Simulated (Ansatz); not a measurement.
SiSe2 (SiS2 type, space group Ibam)

```cif
data_Se8Si4
_chemical_formula_sum 'Se8 Si4'
_space_group_name_H-M_alt 'Ibam'
_space_group_IT_number 72
_space_group_name_Hall '-I 2 2c'
_cell_length_a 6.30136
_cell_length_b 9.30158
_cell_length_c 5.85558
_cell_angle_alpha 90.000
_cell_angle_beta 90.000
_cell_angle_gamma 90.000
loop_
_space_group_symop_operation_xyz
  'x, y, z'
  '-x, -y, -z'
  '-x, -y, z'
  'x, y, -z'
  'x, -y, -z+1/2'
  '-x, y, z+1/2'
  '-x, y, -z+1/2'
  'x, -y, z+1/2'
  'x+1/2, y+1/2, z+1/2'
  '-x+1/2, -y+1/2, -z+1/2'
  '-x+1/2, -y+1/2, z+1/2'
  'x+1/2, y+1/2, -z+1/2'
  'x+1/2, -y+1/2, -z'
  '-x+1/2, y+1/2, z'
  '-x+1/2, y+1/2, -z'
  'x+1/2, -y+1/2, z'
loop_
_atom_site_label
_atom_site_type_symbol
_atom_site_symmetry_multiplicity
_atom_site_Wyckoff_symbol
_atom_site_fract_x
_atom_site_fract_y
_atom_site_fract_z
_atom_site_occupancy
Se1 Se 8 j 0.20516 0.12829 0.00000 1
Si1 Si 4 a 0.00000 0.00000 0.25000 1
```
(The calculation used a cell of 6 atoms; values per cell refer to that cell.)

Equation-of-state scan: isotropic scaling of the cell above, V₀ being its volume. The atoms relax within the cell's symmetry.

Calculation: PBEsol (plane waves to 420 eV, PAW, scalar-relativistic; Ansatz, a program for electronic structure). k mesh 8×8×8 (Γ-centred), Fermi-Dirac smearing 0.05 eV. E stands for the smeared free energy. With the shape held, the modulus is that of even scaling; a crystal free to change shape is softer. SiSe2 was relaxed with its symmetry unable to fall. The zero of ΔE is the relaxed starting cell.

```
V (Å³/atom)  ΔE (meV/atom)
-----------  -------------
25.741                14.5
26.456                 7.7
27.171                 3.3
27.886                 0.8
28.601                 0.0
29.316                 0.7
30.031                 2.8
30.746                 6.0
31.461                10.3
```

**Question.** What bulk modulus at fixed cell shape B₀ follows from a third-order Birch-Murnaghan fit?

**Answer.** 13.6 GPa.

**Question.** What is the fitted pressure derivative B₀′?

**Answer.** 4.1.

(Under strain, the slope of the energy per volume gives the stress and its curvature an elastic modulus.)
